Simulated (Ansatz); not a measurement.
GeSb2Te4:
```
GeSb2Te4
1.0
    2.12351     1.22601    13.41115
   -2.12351     1.22601    13.41115
    0.00000    -2.45202    13.41115
Ge Sb Te
1 2 4
Cartesian
  0.00000   0.00000   0.00000
  0.00000   0.00000  17.06977
  0.00000   0.00000  23.16369
  0.00000   0.00000   5.38039
  0.00000   0.00000  34.85307
  0.00000   0.00000  11.74409
  0.00000   0.00000  28.48937
```

Relaxed with PBE+D3(BJ).

Q: Map the electron localisation function on the plane through (0.000, 0.000, 0.000) spanned by u = [1, 0, 0] and v = [-1, 1, 1] in lattice vectors, from PBE+D3(BJ) in the plane-wave PAW code Ansatz.

A: x is the fraction of u, y of v (the angle between them is 30°; rows are the nearest grid lines); atoms in the plane: Ge at (0.00, 0.00), Sb at (0.85, 0.42), Sb at (0.15, 0.58), Te at (0.27, 0.13), Te at (0.73, 0.87), Te at (0.58, 0.29), Te at (0.42, 0.71).
```
|@ -=-.     :=*+++**==**+++*=:     .-=- @|
|=. :==-:::.  .:=****.-#*=:-=++:     .-==|
|==::=====+=:. ..-=++..+#+: .=++-     .-=|
|.:=====++****+-.  ...  :#*=   -++-.    .|
|   .:--==**++++*+:       -#*=  .=++:..  |
|-:.    ..:+*+-..=+*-       -#*+=-=+*+=--|
|==-..     :+*=.  -+*.       :*#*+++**+==|
|=====-.     -*+-   -*-.       .-*#*##*+=|
|=-:..-==.     -*+=. +*+:.....    .-+++==|
|:---   :==.     :+*+=+**====--..     ..:|
| .--:   :==.     .=*++**+=====-:.       |
|   .---   -=-::--. .=***+====-----.     |
|     .-----====+***=. .--::-=-   ---.   |
|       .:-=====+**++*=.     .==:   :--. |
|:..     ..--====**+=+*+:     .==:   ---:|
|==+++-.    .....:+*+ .=+*-     .==-..:-=|
|=+*##*#*-.       .-*-   -+*-     .-=====|
|==+**+++*#*:       .*+-  .=*+:     ..-==|
|--=+*+=-=+*#-       -*+=..-+*+:..    .:-|
|  ..:++=.  =*#-       :+*++++**==--:.   |
|.    .-++-   =*#:  ...  .-+****++=====:.|
|=-.     -++=. :+#+..++=-.. .:=+=====::==|
|==-.     :++=-:=*#-.****=:.  .:::-==: .=|
|@ -=-.     :=*+++**==**+++*=:     .-=- @|
```
Scale: ten equal steps from 0.000 (start of ' ') to 0.914 (end of '@'), in the order ' .:-=+*#%@'; x runs from 0.000 to 1.00, y from 0.000 (bottom) to 1.00 (top).

The density is the valence pseudo-density with augmentation charge, so density and ELF within about 1 Å of a nucleus are not all-electron values.

Space group R-3m. The cell was relaxed with PBE+D3(BJ) under the symmetry of its start. Scalar-relativistic: spin–orbit coupling is off unless named, which matters more the heavier the elements.

Potentials: the later of the program's two PAW sets.
